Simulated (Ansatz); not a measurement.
V:
```
V
1.0
   -1.49833     1.49833     1.49833
    1.49833    -1.49833     1.49833
    1.49833     1.49833    -1.49833
V
1
Direct
  0.00000   0.00000   0.00000
```

Relaxed with PBE. Special points in fractions of this cell's reciprocal vectors: Γ (0.000, 0.000, 0.000); H (0.500, -0.500, 0.500); N (0.000, 0.000, 0.500); P (0.250, 0.250, 0.250).

List the band energies nearest the Fermi level at these points for plane-wave PAW PBE (Ansatz code).

In eV from the Fermi level; about four levels below and three above (degenerate sets whole), none deeper than 8.9 eV; … stands for higher levels left out; points with the same levels are listed once.

| k | below | above |
|---|---|---|
| Γ | -6.60 | 0.42 0.42 0.42 |
| H | -3.00 -3.00 | … |
| N | -3.18 -1.13 | 1.64 2.43 … |
| P | -1.12 -1.12 -1.12 | … |

Space group Im-3m (bcc (W type)). Symmetry was held in the PBE relaxation. The run is not spin-polarised.

Potentials: the earlier of the program's two PAW sets.
